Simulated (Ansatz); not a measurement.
Field gradients of Bi2Se3 from run to run

Cell of run 1: an entry of the Crystallography Open Database (COD), its atoms then relaxed with PBE in this cell.

```cif
data_structure
_symmetry_space_group_name_H-M 'P 1'
_symmetry_Int_Tables_number 1
_cell_length_a 9.4200
_cell_length_b 9.4200
_cell_length_c 9.4200
_cell_angle_alpha 24.080
_cell_angle_beta 24.080
_cell_angle_gamma 24.080
_cell_volume 122.28
loop_
_atom_site_label
_atom_site_type_symbol
_atom_site_fract_x
_atom_site_fract_y
_atom_site_fract_z
_atom_site_occupancy
Bi1 Bi 0.59732 0.59732 0.59732 1
Bi2 Bi 0.40268 0.40268 0.40268 1
Se3 Se 0.79544 0.79544 0.79544 1
Se4 Se 0.20456 0.20456 0.20456 1
Se5 Se 0.00000 0.00000 0.00000 1
```

Atoms are numbered from 1 in the order listed; like atoms form one site, named after its first atom.

All runs are DFT with Ansatz 0.2.0 (plane waves and PAW, scalar-relativistic unless spin–orbit coupling is named, Γ-centred meshes, Fermi–Dirac smearing where given) in this cell.

Run 1: PBE, atoms relaxed; 420 eV, 14×14×14 k-points, smearing 0.05 eV.
Run 2: r2SCAN, at the relaxed atoms; 500 eV, 14×14×14 k-points, smearing 0.05 eV.
Run 3: PBE with spin–orbit coupling, at the relaxed atoms; 420 eV, 14×14×14 k-points, smearing 0.05 eV.
Run 4: LDA, at the relaxed atoms; 420 eV, 14×14×14 k-points, smearing 0.05 eV.
Run 5: PBEsol, at the relaxed atoms; 420 eV, 14×14×14 k-points, smearing 0.05 eV.

```csv
run,Bi V_zz (η),Se3 V_zz (η),Se5 V_zz (η)
1,2.53 (0.00),4.21 (0.00),9.43 (0.00)
2,3.01 (0.00),3.73 (0.00),9.58 (0.00)
3,3.02 (0.00),5.63 (0.00),10.22 (0.00)
4,?,?,?
5,2.54 (0.00),4.22 (0.00),9.29 (0.00)
```

V_zz in 10²¹ V/m².

(1) Estimate the row of run 4.

Answers

(1) Bi: 2.70 (0.00); Se3: 4.24 (0.00); Se5: 9.39 (0.00). It lies nearest to run 5, from whose tensors on these sites it differs by 0.16 at most (largest principal value of the difference, on Bi). Taken one at a time, spin–orbit coupling moves the tensors on these sites by up to 1.42 (largest principal value of the change, on Se3), the functional (between the two that differ most) by 0.51 (Se3).

Semilocal functionals make gaps too small and can close them, so the real compound need not be a metal. In runs 2, 3, 4 the gap is small for the k-mesh or the smearing, and small gradients can still move by 0.1 × 10²¹ V/m² or more. In runs 1, 5 there is no gap above 0.1 eV, so the gradients can move by 10 % or more with the k-mesh. In run 2 the atoms aren't at the calculated equilibrium (largest force 0.37 eV/Å). The cell isn't the equilibrium one in runs 1, 2, 3, 4, 5 (calculated pressure 12, 11, 12, 7, 8 GPa), and the entry's cell may itself be off.
